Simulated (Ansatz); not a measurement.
The cell comes from COD entry 1523433, which wasn't checked; take it as a given geometry. The listed cell was then made from it by scaling, straining or moving an atom.

An input for LuHg: DFT, LDA, PAW with Ansatz's default frozen-core files, scalar-relativistic (Ansatz 0.2.0). The PAW files were made with PBE; their cores are remade for this functional.

Command: `ansatz run input.yaml --threads 1 --pin off --max-ram 3072MiB --backend cpu --events-out ev --progress --plain --runs-dir out` The run took 21 s on 1 thread of Arm Neoverse V1 (shared host), peak memory 0.48 GiB.

```yaml
crystal:
  lattice:
    - [3.67914, 0.0, 0.0]
    - [0.0, 3.67914, 0.0]
    - [0.0, 0.0, 3.607]
  atoms:
    - { symbol: Lu, position: [0.5, 0.5, 0.5] }
    - { symbol: Hg, position: [0.0, 0.0, 0.0] }
kpoints:
  mp_grid: { grid: [10, 10, 10] }
scf:
  occupations: { method: fermi_dirac, width: 0.05 }
hamiltonian:
  xc: lda
  pseudopotentials: { kind: paw }
output:
  forces: true
  stress: true
  eigenvalues: true
  efg: { contact_densities: true }
  write_density: true
  write_potential: true
  elf: true
  volumetric_format: npy
```

Set-up and iterations as logged by Ansatz (the results part is left out, to be predicted):

```
Engine: ansatz 0.2.0
Pseudopotentials: kind: paw
Pseudopotential: Lu, paw, valence charge 25, recommended cutoff 420 eV (normal)
Pseudopotential: Hg, paw, valence charge 20, recommended cutoff 420 eV (normal)
Functional definition: SPW92
  exchange = slater_x
  correlation = pw_c
Crystal: 2 atoms, lattice volume = 48.825 Å³
Basis set: ecut = 420 eV, 941 PW (Γ)
Bands: 27, of which v1, the nominal top of the filled ones, is band 23 counted from 1 (22 counted from 0)
Symmetry: 16 space group operations
Space group: P4/mmm (ITA 123), of the structure as read, at distance tolerance 3.7e-5 Å
k-points: 126 of 1000
Non-local potential: Lu, projectors of the file, l = 0: 3, l = 1: 2, l = 2: 2, l = 3: 3
Non-local potential: Hg, projectors of the file, l = 0: 3, l = 1: 2, l = 2: 2, l = 3: 1
PAW form: soft (Blöchl's): semilocal exchange-correlation on the pseudo side does not see the compensation charge
PAW frozen core: Lu, regenerated for the run's functional, and the local potential with it (the file was generated under x = pbe(κ = 0.804, μ = 0.2195149727645171), c = pbe(β = 0.06672455060314922))
PAW frozen core: Hg, regenerated for the run's functional, and the local potential with it (the file was generated under x = pbe(κ = 0.804, μ = 0.2195149727645171), c = pbe(β = 0.06672455060314922))
PAW one-centre angular grid: Lu, 590 points (default); XC on 64 Gauss nodes
PAW one-centre angular grid: Hg, 590 points (default); XC on 64 Gauss nodes
Initial density: superposition of atomic densities (neutral atoms: chi_scale 0, normalization atom), corrected by the library's trained network
Initial wavefunctions: pseudopotential atomic-orbital guess
Functional: x = slater, c = lda
SCF iter   1: F=—  HF=-28016.462337 eV  |F-HF|=—  |Δ(HF+E_count)|=         —  Δρ=4.04e-3  dr2=3.16e-3  ethr=1.77e-3  ⟨swp⟩=5.3  Hψ=17067  notcnv=0
SCF iter   2: F=—  HF=-28016.460646 eV  |F-HF|=—  |Δ(HF+E_count)|=   1.69e-3  Δρ=2.17e-3  dr2=9.21e-4  ethr=7.02e-6  ⟨swp⟩=2.5  Hψ=8378  notcnv=0
SCF iter   3: F=—  HF=-28016.460573 eV  |F-HF|=—  |Δ(HF+E_count)|=   7.31e-5  Δρ=1.09e-3  dr2=1.67e-4  ethr=2.05e-6  ⟨swp⟩=2.1  Hψ=5774  notcnv=0
SCF iter   4: F=—  HF=-28016.460526 eV  |F-HF|=—  |Δ(HF+E_count)|=   4.68e-5  Δρ=3.11e-4  dr2=2.86e-5  ethr=3.71e-7  ⟨swp⟩=2.3  Hψ=6430  notcnv=0
SCF iter   5: F=—  HF=-28016.460527 eV  |F-HF|=—  |Δ(HF+E_count)|=   6.57e-7  Δρ=8.06e-5  dr2=2.59e-6  ethr=6.35e-8  ⟨swp⟩=2.1  Hψ=5916  notcnv=0
SCF iter   6: F=—  HF=-28016.460527 eV  |F-HF|=—  |Δ(HF+E_count)|=   1.66e-7  Δρ=2.01e-5  dr2=1.59e-7  ethr=5.76e-9  ⟨swp⟩=2.8  Hψ=6291  notcnv=0
SCF iter   7: F=—  HF=-28016.460527 eV  |F-HF|=—  |Δ(HF+E_count)|=   7.01e-8  Δρ=7.04e-6  dr2=3.90e-8  ethr=2.22e-10  ⟨swp⟩=13.6  Hψ=38657  notcnv=0
SCF iter   8: F=-28016.460527 eV  HF=-28016.460527 eV  |F-HF|=3.84e-9  |Δ(HF+E_count)|=   1.53e-8  Δρ=4.00e-6  dr2=6.04e-9  ethr=8.67e-11  ⟨swp⟩=10.7  Hψ=27763  notcnv=0
```

Q: What pressure will this run report?

A: -6.69 GPa (positive in compression).
